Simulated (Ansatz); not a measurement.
Values for one crystal, relaxed and computed with DFT-r²SCAN+D4 in the program Ansatz with PAW potentials; other levels are named.

- Volume per atom: 25.81 Å³
- Band gap: 5.04 eV (indirect)
- Valence-band maximum: on the M–K line, 90 % of the way from M
- Smallest direct gap on the standard path: 5.40 eV
- Formation energy from the elements (no fitted shifts): -1.03 eV/atom
- Pressure derivative B′: 7.7
- Bulk modulus (Birch–Murnaghan fit): 6.3 GPa

Question: Which of these materials gives this?
(A) BCl3, P6_3/m (Cl on 6h, B on 2c)
(B) FeCl3, P1 (Pearson symbol aP8)
(C) BN, P6_3/mmc (B on 2c, N on 2d)
(D) BN, P6/mmm (B on 1b, N on 1a)

Answer: A, BCl3, P6_3/m (Cl on 6h, B on 2c)

The workflow started from an entry of the Crystallography Open Database (COD). Its standing as an ambient phase is unchecked. The cell was relaxed with r²SCAN+D4 under the symmetry of its start; its stability against distortions is not shown here. The references are the lowest solids computed at this level, not always the standard phases (solids in place of the gases).

Potentials: the later of the program's two PAW sets.
